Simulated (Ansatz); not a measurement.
# Kick test of a cell of Sc3Te

It was relaxed at this level from a Materials Project cell.

Method: DFT PBE, scalar-relativistic, plane waves, PAW (Ansatz). Cutoff 420 eV; k points 6×6×8 on the computed 8-atom cell (Γ-centred); Gaussian smearing, width 0.10 eV; no spin polarisation.

The cell below (8 atoms, space group P6_3/mmc (No. 194)) is relaxed within its symmetry.

```yaml
crystal:
  lattice:
    - [6.36757, 0.00000, 0.00000]
    - [-3.18378, 5.51448, 0.00000]
    - [0.00000, 0.00000, 5.10651]
  atoms:
    - { symbol: Sc, position: [0.33426, 0.16713, 0.75000] }
    - { symbol: Sc, position: [0.83287, 0.16713, 0.75000] }
    - { symbol: Sc, position: [0.83287, 0.66574, 0.75000] }
    - { symbol: Sc, position: [0.66574, 0.83287, 0.25000] }
    - { symbol: Sc, position: [0.16713, 0.83287, 0.25000] }
    - { symbol: Sc, position: [0.16713, 0.33426, 0.25000] }
    - { symbol: Te, position: [0.66667, 0.33333, 0.25000] }
    - { symbol: Te, position: [0.33333, 0.66667, 0.75000] }
```

For the test it was strained at random (σ = 1.5 % a component), the atoms were moved at random (σ = 0.05 Å), and all was relaxed again on a coarse 4×6×6 mesh (in the run’s order of axes) with 0.20 eV smearing, with no symmetry imposed.

Spin–orbit coupling, which can matter for Te, is left out.

Problem. What happens?

Solution. It returns, within 1 meV/atom of the unmoved cell on that mesh and with the same symmetry when read at 0.1 Å (P2_1/m at 0.01 Å, so small strains and shifts remain). So it is stable against the distortions that fit this cell and that this random move excites. Modes that don't fit the cell aren't tested.
